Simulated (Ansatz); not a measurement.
Ti2CuSb3: pressure against volume

Ti2CuSb3, P-4m2, a = 3.749 Å, c = 8.171 Å. The structure is a COD entry; whether it is the stable form wasn't checked. Ansatz: PBEsol, PAW, 420 eV, Γ-centred 10×10×6 mesh on 6 atoms, Gaussian smearing 0.10 eV; no spin polarisation. Shape and atoms are relaxed at each volume; pressure is positive in compression.

```
V (Å³/atom) P (GPa)
     16.842        ?
     17.416    12.32
     17.990     7.50
     18.565     3.43
     19.139    -0.02
     19.713    -2.94
     20.287    -5.41
     21.053    -8.12
```

Take V0 = 19.139 Å³/atom, count pressures from its P0 = -0.02 GPa, fit the third-order Birch–Murnaghan form to the other rows, and predict the missing pressure.

With the Eulerian strain f = ½[(V0/V)^(2/3) − 1] and y = (P − P0)/[3f(1 + 2f)^(5/2)], the form is the line y = B0 + 1.5 B0 (B0′ − 4) f. Rows (f, y): 0.03246, 108.3; 0.02107, 107.3; 0.01025, 106.6; -0.00975, 104.9; -0.01905, 103.9; -0.03078, 102.8. Means f = 0.0007000, y = 105.63; Σ(Δf)² = 0.003005, ΣΔfΔy = 0.2590; the slope is their ratio. y = 105.6 + 86.18 f GPa, so B0 = 105.6 GPa and B0′ = 4 + 2 × (86.18)/(3 × 105.6) = 4.54. At V = 16.842, f = 0.04449, y = 109.43 and P = 18.06 GPa. The run gave 18.01 GPa, so the fit is 0.05 GPa too high, a small miss on the scale of the series.